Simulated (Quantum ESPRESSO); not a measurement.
AlGe2N3S, convergence and cost over cutoff and k mesh

Simulated, not a measurement. The program is pw.x of Quantum ESPRESSO 7.5 (plane-wave density functional theory). The cell is made up: 7 atoms on a zincblende/diamond lattice with one site empty, with randomly drawn elements, strain and displacements, not relaxed. PseudoDojo standard norm-conserving files (v0.5 for PBE, v0.4.1 for LDA and PBEsol) set the functional; there is no spin polarisation, spin-orbit coupling or dispersion term, and the masses in the input are unused placeholders.

Input of the run in row 4:

```
&control calculation='scf', pseudo_dir='./dojo.nc.sr.pbe.v0_5.standard.upf', outdir='./o', disk_io='low', tprnfor=.true., tstress=.true. /
&system ibrav=0, nat=7, ntyp=4, nbnd=32, ecutwfc=84.00895049, nosym=.true., tot_charge=0,
 occupations='smearing', smearing='fd', degauss=0.0018374661
/
&electrons conv_thr=7.350e-09, electron_maxstep=60, /
ATOMIC_SPECIES
Al 1.0 Al.upf
Ge 1.0 Ge.upf
N 1.0 N.upf
S 1.0 S.upf
CELL_PARAMETERS angstrom
4.6844 0.0157 -0.0453
0.0157 4.6002 0.0713
-0.0453 0.0713 4.6467
ATOMIC_POSITIONS angstrom
Al -0.0414 2.1905 2.3324
Ge 2.4368 0.0107 2.2384
Ge 2.3792 2.2801 -0.0415
N 1.1422 1.1683 1.2165
S 1.1638 3.4929 3.5871
N 3.4599 1.1392 3.4656
N 3.4912 3.4881 1.1473
K_POINTS automatic
4 4 4 1 1 1
```

The same cell was run at these settings. Meshes are shifted by half a step, and differences are from the last row, which is itself not exact.

| cutoff (eV) | k mesh | k points solved | threshold (eV) | free energy less the last row's (eV) | pressure (GPa) | largest stress difference (GPa) | largest force difference (eV/Å) | iterations | wall time (s) | k-point pools | processor |
| --- | --- | --- | --- | --- | --- | --- | --- | --- | --- | --- | --- |
| 800 | 2 x 2 x 2 | 4 | 1e-04 | 1.822 | -24.76 | 25.10 | 0.106 | 9 | 6 | 4 | AMD EPYC, Zen 5 class |
| 1143 | 1 x 1 x 1 | 1 | 1e-07 | 6.422 | 7.57 | 10.03 | 0.949 | 14 | 9 | 4 | AMD EPYC, Zen 5 class |
| 790 | 4 x 4 x 4 | 32 | 1e-07 | 1.872 | -29.39 | 29.63 | 0.039 | 12 | 16 | 4 | AMD EPYC, Zen 5 class |
| 1143 | 4 x 4 x 4 | 32 | 1e-07 | 0.003 | 0.20 | 0.01 | 0.002 | 12 | 24 | 4 | AMD EPYC, Zen 5 class |
| 1437 | 6 x 6 x 6 | 108 | 1e-07 | 0.000 | 0.20 | 0.00 | 0.000 | 12 | 86 | 4 | AMD EPYC, Zen 5 class |

Each pool is one process. Wall times include start-up and a band step at six k points, which weighs most on the coarsest meshes. The runs were on shared virtual cores whose load varied, so times are rough.